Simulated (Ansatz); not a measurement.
# W (fcc): energy against volume

The calculation used Ansatz 0.2.0, DFT, BLYP, plane waves (420 eV) with PAW, scalar-relativistic. (PAW data from PBE, frozen cores regenerated.)

The cell is scaled uniformly from the relaxed one, with fractional coordinates and shape fixed. Energies are extrapolated to zero smearing, pressures are those at the given smearing. Magnetic state: spin not included.

A Birch-Murnaghan fit gives V₀ = 16.98 Å³/atom, B₀ = 257 GPa, B₀′ = 4.3.

What are the energy above the minimum and the pressure at 14.982 Å³/atom?

235.2 meV/atom and 42.36 GPa as computed.

What are the energy above the minimum and the pressure at 16.344 Å³/atom?

20.7 meV/atom and 11.05 GPa as computed.

What are the energy above the minimum and the pressure at 19.068 Å³/atom?

167.2 meV/atom and -22.97 GPa as computed.
